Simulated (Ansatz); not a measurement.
## AlInN2, first-principles data

AlInN₂:
Space group I-42d (No. 122); a = b = 4.744 Å, c = 9.278 Å, α = β = γ = 90.00°

```csv
atom,site,symmetry,x,y,z
Al,4a,-4..,0.0000,0.0000,0.0000
In,4b,-4..,0.0000,0.0000,0.5000
N,8d,.2.,0.2011,0.2500,0.1250
```
(The calculation used a cell of 8 atoms; values per cell refer to that cell.)

Space group I-42d (No. 122), chalcopyrite; conventional cell a = b = 4.744 Å, c = 9.278 Å, α = β = γ = 90.00°.

Method: plane-wave PAW PBE (Ansatz code). Structure relaxed to zero pressure with the same functional. Other levels are named where they apply.

**Cell and energy**

Volume per atom: 13.05 Å³
Density: 5.40 g/cm³
Formation energy from the elements (no fitted shifts): -0.58 eV/atom

**Electronic structure**

- Band gap = 1.30 eV (direct)
- Valence-band maximum = at Γ
- Conduction-band minimum = at Γ
- Electron effective mass = 0.17 mₑ (isotropic)
- Hole effective mass = 0.17, 1.3, 1.3 mₑ (principal values)

**Mechanics**

Bulk modulus (Birch–Murnaghan fit): 155 GPa
Pressure derivative B′: 4.3

The first step of the workflow began from a Materials Project structure, measured or hypothetical; the Crystallography Open Database copy checked does not list it. Its standing as an ambient phase is unchecked. Symmetry was held in the PBE relaxation; whether a distortion lowers the energy is not shown. The references are the lowest solids computed at this level, not always the standard phases (solids in place of the gases). Scalar-relativistic: spin–orbit coupling is off unless named, which matters more the heavier the elements.

Potentials: the later of the program's two PAW sets.
